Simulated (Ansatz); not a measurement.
KZnF3: energy along a strain

KZnF3, Pm-3m, a = 4.050 Å (as given, not relaxed at this level: -0.2 GPa). The structure is a COD entry; whether it is the stable form wasn't checked. Ansatz: r2SCAN, PAW, 500 eV, Γ-centred 6×6×6 mesh on 5 atoms, Gaussian smearing 0.05 eV; no spin polarisation. Cell vectors (Å): 4.050 0.000 0.000; 0.000 4.050 0.000; 0.000 0.000 4.050. The cell is strained by x per cent times the pattern (0 0 0 1 0 0) in the order xx yy zz yz xz xy (engineering shears), with fractional coordinates held. y is the free energy over the start, V0 = 13.286 Å³/atom. Symmetry makes y even in x.

```tsv
x (%)	y (meV/atom)
-2.00	0.61
-1.00	0.15
0.00	0.00
0.25	0.01
0.50	?
0.75	0.08
1.25	0.23
1.50	0.34
1.75	0.46
```

Q: Fit y = c2 x² + c4 x⁴ to the other rows, get the stiffness along the pattern, and predict the missing energy.

A: Least squares on the rows shown. y = 0.1462 x² + 0.001550 x⁴. The clamped-ion stiffness p·C·p = 2 × 1.462 eV × 160.2 / 13.286 Å³ = 35 GPa, which is C44 in these axes. At x = 0.50 the fit asked for gives 0.04 meV/atom. The run gave 0.04 meV/atom, the same to the digits shown.